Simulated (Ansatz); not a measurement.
**A plane-wave run on BaGe₆**

input.yaml (Ansatz 0.2.0)

```yaml
crystal:
  lattice:
    - [6.600295, 0.442847, 1.358358]
    - [-0.662509, 7.007815, 1.052461]
    - [-0.706901, 0.342185, 7.63324]
  atoms:
    - { symbol: Ba, position: [0.515525, 0.683705, 0.062783] }
    - { symbol: Ba, position: [0.161054, 0.143159, 0.730676] }
    - { symbol: Ge, position: [0.674789, 0.008504, 0.687988] }
    - { symbol: Ge, position: [0.755156, 0.625331, 0.592198] }
    - { symbol: Ge, position: [0.57814, 0.310282, 0.852687] }
    - { symbol: Ge, position: [0.257664, 0.089895, 0.15894] }
    - { symbol: Ge, position: [0.521661, 0.393745, 0.459901] }
    - { symbol: Ge, position: [0.994484, 0.371538, 0.052518] }
    - { symbol: Ge, position: [0.331776, 0.590373, 0.701284] }
    - { symbol: Ge, position: [0.490217, 0.876702, 0.433406] }
    - { symbol: Ge, position: [0.879745, 0.235949, 0.397073] }
    - { symbol: Ge, position: [0.716221, 0.083841, 0.143538] }
    - { symbol: Ge, position: [0.03024, 0.754231, 0.181622] }
    - { symbol: Ge, position: [0.973434, 0.709942, 0.839189] }
kpoints:
  mp_grid: { grid: [3, 3, 3], shift: [0.0, 0.5, 0.5] }
magnetization:
  spin_polarized: false
scf:
  occupations: { method: fermi_dirac, width: 0.0357 }
  lower_state_search: "off"
  max_iter: 200
hamiltonian:
  pseudopotentials: { kind: paw }
  xc: mr2scan
basis:
  ecutwfc: 500
  fft_grid_basis: typed
output:
  forces: true
  stress: true
  eigenvalues: true
  bader: true
  populations: true
  elf: true
  write_potential: true
  volumetric_format: npy
  dos:
    e_range: [-12, 8]
    de: 0.05
    projected: { site_lists: { Ba: [Ba], Ge: [Ge] } }
checkpoint:
  read: saved_state
```

The run starts from an earlier solution of this cell. 

Excerpt of what it printed:

```
Free energy (F): -63560.8437 eV
Harris-Foulkes:  -63560.8437 eV  (|F-HF|=2.34e-8)
Internal energy: -63560.8173 eV  (E = F + TS)
E sigma→0 (E₀):  -63560.8305 eV
Entropy (-TS):   -0.0264 eV (-1.883 meV/atom)
Fermi energy:    8.4188 eV
--- Per-component energies (eV) ---
  E_band       = -1982.3420
  E_kinetic    = 1651.2842
  E_local      = -31247.0437  (includes V_loc(G=0)·N_el)
  E_nonlocal   = 5114.7214
  E_hartree    = 13723.7623
  E_xc         = -1136.9347
  E_vxc        = -1103.2574  (∫ρ·V_xc dr)
  E_paw        = -34874.6543  (= ΣΔE_a)
  E_vpaw       = -3907.4288  (= ΣTr[D̂ρ^β])
  E_aug_tail   = 0.0002  (compensation charges beyond the density's cutoff)
  E_vtau       = 61.8532  (kinetic-family band-sum trace: ∫τ·v_τ [+ j·A + Jᵃ·Aᵃ] dr)
  E_ewald      = -16779.0644
  E_core_change = -12.8884  (= ΣΔE_core)
  E_smearing   = -0.0264  (= −TS)
--- Forces (eV/Å), atoms counted from 1 ---
  atom   1  Ba     0.0570    -0.2645     0.2321
  atom   2  Ba    -0.3493    -0.4260    -0.4859
  atom   3  Ge    -0.1743     0.2496    -0.7818
  atom   4  Ge     0.0085    -0.0412    -0.3173
  atom   5  Ge     0.0038    -0.1834    -0.4274
  atom   6  Ge    -0.1274     0.1701     0.4657
  atom   7  Ge     0.3617    -0.0436     0.3473
  atom   8  Ge     0.0073     0.2858     0.4553
  atom   9  Ge     0.1514     0.1863    -0.2214
  atom  10  Ge    -0.0275     0.1603     0.9568
  atom  11  Ge    -0.5660     0.0659    -0.4640
  atom  12  Ge     0.5465    -0.0289     0.3818
  atom  13  Ge    -0.4222     0.4178    -0.3097
  atom  14  Ge     0.5305    -0.5482     0.1684
--- Stress (GPa, compression-positive) ---
       -1.6000       0.9864       0.0482
        0.9864      -1.9500       0.2825
        0.0482       0.2825      -1.4314
  P = ⅓ Tr σ = -1.6605 GPa (-16.605 kbar)
--- Löwdin populations: 14 sites ---
  site symbol       q [e]
     0     Ba      8.2408
     1     Ba      8.2300
     2     Ge     14.3069
     3     Ge     14.0197
     4     Ge     14.2533
     5     Ge     14.2629
     6     Ge     14.2876
     7     Ge     14.1361
     8     Ge     14.2666
     9     Ge     14.1657
    10     Ge     14.1333
    11     Ge     14.1334
    12     Ge     14.2965
    13     Ge     14.3198
  spilling = 0.0050 (of n_electrons = 188.0000)
--- Bader charges: 14 sites ---
  site symbol  charge [e]  shift [e]
     0     Ba      1.2483     0.0000
     1     Ba      1.2489     0.0000
     2     Ge     -0.2685     0.0000
     3     Ge     -0.0687     0.0000
     4     Ge     -0.2236     0.0000
     5     Ge     -0.2305     0.0000
     6     Ge     -0.2589     0.0000
     7     Ge     -0.1761     0.0000
     8     Ge     -0.2828     0.0000
     9     Ge     -0.1596     0.0000
    10     Ge     -0.1433     0.0000
    11     Ge     -0.1722     0.0000
    12     Ge     -0.2377     0.0000
    13     Ge     -0.2753     0.0000
```

Origin: a disordered cell, so it need not be a known compound. Caveats: the k mesh is coarse if the cell is a metal; m-r2SCAN is r2SCAN with a changed spin dependence that lowers moments.
